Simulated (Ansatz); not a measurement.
# Cd: start and end of a relaxation

A trial structure of Cd was built thus: random sheet by layer group and Wyckoff sites. The dimensions are guesses.

Only a and b repeat, and vacuum parts the sheet from its images along c. Symmetry isn't written into the files.

start.cif

```cif
data_structure
_symmetry_space_group_name_H-M 'P 1'
_symmetry_Int_Tables_number 1
_cell_length_a 3.3650
_cell_length_b 3.3650
_cell_length_c 17.0000
_cell_angle_alpha 90.000
_cell_angle_beta 90.000
_cell_angle_gamma 90.000
_cell_volume 192.49
loop_
_atom_site_label
_atom_site_type_symbol
_atom_site_fract_x
_atom_site_fract_y
_atom_site_fract_z
_atom_site_occupancy
Cd1 Cd 0.50000 0.50000 0.42161 1
Cd2 Cd 0.50000 0.50000 0.57839 1
```

The calculation used DFT PBE, scalar-relativistic, plane waves, PAW (Ansatz 0.2.0). Cutoff 420 eV, Gaussian smearing, Γ-centred meshes. In-plane cell and atoms relax first on a coarse mesh and then on a finer one. In metals the finer mesh still leaves noise of several meV/atom or more. The steps can't lower the symmetry of their start. No spin polarisation.

end.cif

```cif
data_structure
_symmetry_space_group_name_H-M 'P 1'
_symmetry_Int_Tables_number 1
_cell_length_a 2.9300
_cell_length_b 2.9300
_cell_length_c 29.1303
_cell_angle_alpha 90.000
_cell_angle_beta 90.000
_cell_angle_gamma 90.000
_cell_volume 250.07
loop_
_atom_site_label
_atom_site_type_symbol
_atom_site_fract_x
_atom_site_fract_y
_atom_site_fract_z
_atom_site_occupancy
Cd1 Cd 0.50000 0.50000 0.23891 1
Cd2 Cd 0.50000 0.50000 0.34468 1
```

The symmetry stays p4/mmm (No. 61). The area per atom shrinks by 24.2 %, from 5.7 to 4.3 Å². The shortest distance goes from 2.67 Å (Cd–Cd) to 2.93 Å (Cd–Cd). The energy falls by about 0.20 eV/atom (the start's value is from the coarse mesh). The program sets the height of the box itself, so the height of the cell differs between start and end.

* Layer group: p4/mmm (No. 61)
* In-plane cell: a = 2.930 Å, b = 2.930 Å, γ = 90.0°
* Area per atom: 4.29 Å²
* Thickness between the outermost nuclei: 3.08 Å
* Energy over the standard state: +0.27 eV/atom
* Gap on the 18×18×1 mesh of the 2-atom cell: 0 eV (a metal)

Energies count from the standard state of Cd at the same level. It lies above the standard state, so it could only be metastable.

The last run used Gaussian smearing of 0.10 eV. A structure relaxed within its symmetry needn't be a true minimum. In all, the 3 runs took 120 s on 1 thread of Arm Neoverse V2, on a shared host.
